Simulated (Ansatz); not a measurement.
## Fe₂As: energy against total moment

Method: DFT PBEsol, scalar-relativistic, plane waves, PAW (Ansatz 0.2.0).

```
Fe As
1.0
     3.62700    0.00000    0.00000
     0.00000    3.62700    0.00000
     0.00000    0.00000    5.97300
Fe As
4 2
Direct
  0.00000 0.00000 0.00000
  0.50000 0.50000 0.00000
  0.00000 0.50000 0.33000
  0.50000 0.00000 0.67000
  0.00000 0.50000 0.73500
  0.50000 0.00000 0.26500
```

| Item | Value |
| --- | --- |
| plane-wave cutoff | 420 eV |
| Γ-centred k-mesh | 10×10×6 |
| occupation rule | Gaussian smearing, 0.1 eV |

The total moment of the cell is held at each value, at fixed atoms.

Site moments are spin moments in atom-centred spheres that scale with the neighbour distance.

| held moment (μB/cell) | E above lowest (meV/atom) | P (GPa) | site moments (μB) |
| --- | --- | --- | --- |
| 0.00 | 146.0 | -19.6 | none over 0.05 |
| 5.00 | 14.0 | -11.8 | Fe +0.12 (×2), Fe +2.40 (×2) |
| 7.50 | 0.0 | -8.9 | Fe +1.32 (×2), Fe +2.46 (×2) |
| 10.00 | 60.0 | -0.3 | Fe +2.19 (×2), Fe +2.71 (×2) |
| 12.50 | 262.8 | 11.5 | Fe +2.73 (×2), Fe +3.10 (×2), As +0.13 (×2) |
| 15.00 | 821.8 | 27.3 | Fe +3.12 (×2), Fe +3.46 (×2), As +0.30 (×2) |
| 17.50 | 1802.5 | 46.3 | Fe +3.45 (×2), Fe +3.81 (×2), As +0.44 (×2) |

1 further run of this set didn't finish or converge.

Cost: 7 runs of about 8.6 core-minutes in all, on Arm Neoverse V2 (shared hosts).